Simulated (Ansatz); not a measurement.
SrRh2 (cubic Laves (MgCu2 type), Fd-3m) at seven volumes, PBEsol (plane waves, PAW; program Ansatz), scaled uniformly. One row is withheld.

```json
[
 {"V (Å³/atom)": "16.793", "P (GPa)": "14.70"},
 {"V (Å³/atom)": "17.347", "P (GPa)": "8.93"},
 {"V (Å³/atom)": "17.900", "P (GPa)": "4.08"},
 {"V (Å³/atom)": "18.454", "P (GPa)": "0.00"},
 {"V (Å³/atom)": "19.007", "P (GPa)": "-3.44"},
 {"V (Å³/atom)": "19.561", "P (GPa)": "?"},
 {"V (Å³/atom)": "20.115", "P (GPa)": "-8.75"}
]
```

Task: Fit the shown pressures and predict the withheld one.

Result: Third-order Birch–Murnaghan: P = (3/2)B₀(x^(7/2) − x^(5/2))[1 + (3/4)(B′ − 4)(x − 1)] with x = (V₀/V)^(2/3). Least squares on the six rows gives V₀ = 18.454 Å³/atom, B₀ = 124.6 GPa, B′ = 4.75. At V = 19.561, x = 0.9619 and P = -6.32 GPa. The run itself gave -6.33 GPa.

The workflow started from an entry of the Crystallography Open Database (COD). Whether it is the stable phase at ambient conditions was not checked. The PBEsol relaxation kept the symmetry of its start; whether a distortion lowers the energy is not shown. The run is not spin-polarised.

Potentials: the later of the program's two PAW sets.
